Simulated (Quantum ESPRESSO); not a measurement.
Inputs of pw.x and gipaw.x (a modified build of Quantum ESPRESSO, PBE) for MgF$_{2}$; the starting potential comes from an earlier run on another mesh:

```
&CONTROL
  calculation = 'scf'
  prefix = 'x'
  pseudo_dir = './pseudo'
  outdir = './out'
  tprnfor = .true.
/
&SYSTEM
  ibrav = 0
  nat = 6
  ntyp = 2
  ecutwfc = 45
  ecutrho = 180
  occupations = 'fixed'
  nbnd = 24
/
&ELECTRONS
  conv_thr = 1e-11
  startingpot = 'file'
/
ATOMIC_SPECIES
Mg 24.305 Mg.GGA_PBE-JTH.UPF
F 18.998 F.GGA_PBE-JTH.UPF
CELL_PARAMETERS angstrom
    4.661352000000     0.000000000000     0.000000000000
    0.000000000000     4.661352000000     0.000000000000
    0.000000000000     0.000000000000     2.986824400000
ATOMIC_POSITIONS crystal
Mg     0.500000000000     0.500000000000     0.500000000000
Mg     0.000000000000     0.000000000000     0.000000000000
F      0.698804762100     0.698804762100     0.000000000000
F      0.301195237900     0.301195237900     0.000000000000
F      0.801195237900     0.198804762100     0.500000000000
F      0.198804762100     0.801195237900     0.500000000000
K_POINTS automatic
3 3 5 1 1 1
```

```
&INPUTGIPAW
  job = 'nmr'
  prefix = 'x'
  tmp_dir = './out/'
  restart_mode = 'from_scratch'
  pawproj(1) = .true.
  pawproj(2) = .true.
  use_nmr_macroscopic_shape = .false.
/
```

The cell was made here from a computed Materials Project entry: strained by -2 % along the unique axis and by +1 % across it, atoms relaxed (PBE without dispersion, pw.x of Quantum ESPRESSO, symmetry kept). The parent is MgF2 in P4₂/mnm. Stability against distortions was not tested.

### Question
Give the final section of the GIPAW output.

### Answer
```
     Total NMR chemical shifts in ppm: ---------------------------------------
     (adopting the Simpson convention for anisotropy and asymmetry)-----------

     Atom  1  Mg  pos: (  0.500000  0.500000  0.320382)  Total sigma:         555.84
           552.4376         -2.2153          0.0000
            -2.2153        552.4376         -0.0000
             0.0000         -0.0000        562.6525

     Mg      1    anisotropy:     10.21    eta:    0.6506

     Atom  2  Mg  pos: (  0.000000  0.000000  0.000000)  Total sigma:         555.84
           552.4376          2.2153         -0.0000
             2.2153        552.4376          0.0000
            -0.0000          0.0000        562.6525

     Mg      2    anisotropy:     10.21    eta:    0.6506

     Atom  3  F   pos: (  0.698805  0.698805  0.000000)  Total sigma:         355.30
           356.0110         17.6908          0.0000
            17.6908        356.0110         -0.0000
            -0.0000         -0.0000        353.8647

     F       3    anisotropy:     27.61    eta:    0.8445

     Atom  4  F   pos: (  0.301195  0.301195  0.000000)  Total sigma:         355.30
           356.0110         17.6908          0.0000
            17.6908        356.0110          0.0000
             0.0000         -0.0000        353.8647

     F       4    anisotropy:     27.61    eta:    0.8445

     Atom  5  F   pos: (  0.801195  0.198805  0.320382)  Total sigma:         355.30
           356.0110        -17.6908         -0.0000
           -17.6908        356.0110          0.0000
            -0.0000          0.0000        353.8647

     F       5    anisotropy:     27.61    eta:    0.8445

     Atom  6  F   pos: (  0.198805  0.801195  0.320382)  Total sigma:         355.30
           356.0110        -17.6908          0.0000
           -17.6908        356.0110         -0.0000
             0.0000         -0.0000        353.8647

     F       6    anisotropy:     27.61    eta:    0.8445
```
The printed anisotropy is 3/2 (σ_33 − σ_iso) in the program's own order; the axes are left out here. Anisotropies that symmetry doesn't fix are less certain than the isotropic values. These are absolute shieldings with no macroscopic susceptibility term; δ = σ_ref − σ needs a reference computed alike. By our sweeps, such settings leave a few ppm in absolute σ. No d partial waves on Mg: the paramagnetic term there is incompletely reconstructed.
